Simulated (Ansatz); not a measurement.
ReC:
```
CELL_PARAMETERS angstrom
      4.12551     0.00000     0.00000
      0.00000     4.12551     0.00000
      0.00000     0.00000     4.12551
ATOMIC_POSITIONS crystal
  Re 0.00000 0.50000 0.50000
  Re 0.50000 0.00000 0.50000
  Re 0.50000 0.50000 0.00000
  C  0.50000 0.00000 0.00000
  C  0.00000 0.50000 0.00000
  C  0.00000 0.00000 0.50000
```

Relaxed with PBE. Special points in fractions of this cell's reciprocal vectors: Γ (0.000, 0.000, 0.000); X (0.000, 0.500, 0.000); M (0.500, 0.500, 0.000); R (0.500, 0.500, 0.500).

### Question
List the band energies nearest the Fermi level at these points for DFT-PBE in the program Ansatz with PAW potentials.

### Answer
In eV from the Fermi level; about four levels below and three above (degenerate sets whole), none deeper than 8.9 eV; points with the same levels are listed once.

| k | below | above |
|---|---|---|
| Γ | -0.59 -0.59 -0.59 -0.52 -0.52 -0.52 | 0.82 0.82 0.85 0.85 0.85 |
| X | -1.34 -0.50 -0.50 -0.24 | 1.01 2.29 2.29 |
| M | -3.16 -3.15 -2.01 -2.01 | 0.22 0.49 1.62 |
| R | -2.59 -2.59 -2.59 -1.27 -1.27 -0.31 | 1.86 1.86 1.86 |

Space group Pm-3m. The start of the workflow was typed in or built on a structure type; neither database checked (COD, Materials Project) lists it. Its standing as an ambient phase is unchecked. The cell was relaxed with PBE under the symmetry of its start; its stability against distortions is not shown here. The run is not spin-polarised. Its formation energy is positive at this level, so the cell may be metastable or incomplete. Spin–orbit coupling is left out wherever it is not named.

Potentials: the earlier of the program's two PAW sets.
